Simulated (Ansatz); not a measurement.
Data:

YGe2:
```cif
data_Ge4Y2
_chemical_formula_sum 'Y2 Ge4'
_space_group_name_H-M_alt 'I4/mmm'
_space_group_IT_number 139
_space_group_name_Hall '-I 4 2'
_cell_length_a 3.56416
_cell_length_b 3.56416
_cell_length_c 10.03778
_cell_angle_alpha 90.000
_cell_angle_beta 90.000
_cell_angle_gamma 90.000
loop_
_atom_site_label
_atom_site_type_symbol
_atom_site_symmetry_multiplicity
_atom_site_Wyckoff_symbol
_atom_site_fract_x
_atom_site_fract_y
_atom_site_fract_z
_atom_site_occupancy
Y1 Y 2 a 0.00000 0.00000 0.00000 1
Ge1 Ge 4 e 0.00000 0.00000 0.30468 1
```
(The calculation used a cell of 3 atoms; values per cell refer to that cell.)

This is the PBE-relaxed structure.

All from plane-wave PAW PBE (Ansatz code), unless another level is named. Give the electronic character.

metallic (no gap).

Predict the density of states at the Fermi level.

0.71 states/eV per atom (mean over ±0.08 eV).

Give the formation energy from the elements (no fitted shifts).

-0.40 eV/atom.

The cell is a constructed one: a structure type filled with these elements; neither database checked (COD, Materials Project) lists it. Its standing as an ambient phase is unchecked. The PBE relaxation kept the symmetry of its start; whether a distortion lowers the energy is not shown. No spin polarisation was allowed. The references are the lowest solids computed at this level, not always the standard phases. Scalar-relativistic: spin–orbit coupling is off unless named, which matters more the heavier the elements.

Potentials: the later of the program's two PAW sets.
